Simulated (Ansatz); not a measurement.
Sr$_{2}$Bi in space group I4/mmm (No. 139; Sr on 4c, Sr on 4e, Bi on 4e), PBEsol (plane waves, PAW; program Ansatz), all energies at zero smearing, with the estimated change up to a 700 eV cutoff added, with one set of potentials and settings (totals compare only within such a set). Cell of 6 atoms (4 Sr, 2 Bi): -38457.654 eV.

```json
[
 {"element": "Sr", "reference phase": "Fm-3m, 1 atoms in the cell", "E (eV/atom)": "-3492.2134"},
 {"element": "Bi", "reference phase": "R-3m, 2 atoms in the cell", "E (eV/atom)": "-12242.0039"}
]
```

Formation energy per atom, worked out: (-38457.654 − 4×(-3492.2134) − 2×(-12242.0039))/6 = -0.799 eV/atom (-77 kJ per mol of atoms), at 0 K, without zero-point energy or fitted corrections.

The workflow started from an entry of the Crystallography Open Database (COD). Whether it is the stable phase at ambient conditions was not checked. The cell was relaxed with PBEsol under the symmetry of its start; its stability against distortions is not shown here. The references are the lowest solids computed at this level, not always the standard phases. Spin–orbit coupling is left out wherever it is not named.

Potentials: the later of the program's two PAW sets.
